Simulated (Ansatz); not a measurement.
LiGa

Level of theory: DFT, PBEsol, scalar-relativistic, no spin polarisation; plane waves to 420 eV with PAW datasets (Ansatz 0.2.0), Γ-centred 8×8×8 mesh, 0.05 eV Gaussian smearing; PAW files: Ansatz's generated set soft_2.

```cif
data_structure
_symmetry_space_group_name_H-M 'Fd-3m:1'
_symmetry_Int_Tables_number 227
_cell_length_a 6.1520
_cell_length_b 6.1520
_cell_length_c 6.1520
_cell_angle_alpha 90.000
_cell_angle_beta 90.000
_cell_angle_gamma 90.000
_cell_volume 232.84
loop_
_atom_site_label
_atom_site_type_symbol
_atom_site_symmetry_multiplicity
_atom_site_Wyckoff_symbol
_atom_site_fract_x
_atom_site_fract_y
_atom_site_fract_z
_atom_site_occupancy
Li1 Li 8 b 0.00000 0.00000 0.50000 1
Ga1 Ga 8 a 0.50000 0.00000 0.50000 1
```

The chain of runs began from a cell as deposited in COD, expanded in volume.

The run used a cell of 4 atoms; the mesh refers to it.

```yaml
Volume: 14.55 Å³/atom
Pressure_derivative_B0′: 5.1
```

Estimate the formation energy from the elements (0 K, uncorrected) at this level of theory (PBEsol).

-0.34 eV/atom.

Fill in the band gap (PBEsol).

zero (metallic).

Fill in the bulk modulus (Birch–Murnaghan) (PBEsol).

47 GPa.

**The experiment.** The Crystallography Open Database holds a cell as deposited of cubic LiGa (space group Fd-3m), temperature not stated (1994): a = 6.169 Å, 14.67 Å³/atom.

**Against experiment.** PBEsol gives 6.152 Å and 14.55 Å³/atom, −0.8 % in volume (−0.3 % in length) from the database's cell. PBEsol was built to cure PBE's overestimate of volumes, and the static lattice lacks thermal expansion.
